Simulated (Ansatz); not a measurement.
Input:

Nb$_{2}$SnC:
```cif
data_C2Nb4Sn2
_chemical_formula_sum 'Nb4 Sn2 C2'
_space_group_name_H-M_alt 'P 1'
_space_group_IT_number 1
_cell_length_a 3.22979
_cell_length_b 3.22979
_cell_length_c 13.76681
_cell_angle_alpha 90.000
_cell_angle_beta 90.000
_cell_angle_gamma 120.000
loop_
_space_group_symop_operation_xyz
  'x, y, z'
loop_
_atom_site_label
_atom_site_type_symbol
_atom_site_fract_x
_atom_site_fract_y
_atom_site_fract_z
_atom_site_occupancy
Nb1 Nb 0.33333 0.66667 0.08278 1
Nb2 Nb 0.66667 0.33333 0.91722 1
Nb3 Nb 0.66667 0.33333 0.58278 1
Nb4 Nb 0.33333 0.66667 0.41722 1
Sn1 Sn 0.33333 0.66667 0.75000 1
Sn2 Sn 0.66667 0.33333 0.25000 1
C1 C 0.00000 0.00000 0.00000 1
C2 C 0.00000 0.00000 0.50000 1
```

This is the PBEsol-relaxed structure.

### Question
All from PBEsol in the plane-wave PAW code Ansatz, unless another level is named. Predict the electronic character.

### Answer
metallic (no gap).

### Question
Give the density of states at the Fermi level.

### Answer
0.43 states/eV per atom (mean over ±0.08 eV).

### Question
Next, the formation energy from the elements (no fitted shifts)?

### Answer
-0.52 eV/atom.

### Question
Predict the gap with spin–orbit coupling.

### Answer
none (metallic).

Space group P6_3/mmc. The first step of the workflow began from a Materials Project structure, measured or hypothetical; the Crystallography Open Database copy checked does not list it. Whether it is the stable phase at ambient conditions was not checked. The PBEsol relaxation kept the symmetry of its start; phonons on a q-mesh show no instability. No spin polarisation was allowed. The references are the lowest solids computed at this level, not always the standard phases. Spin–orbit coupling is left out wherever it is not named.

Potentials: the later of the program's two PAW sets.
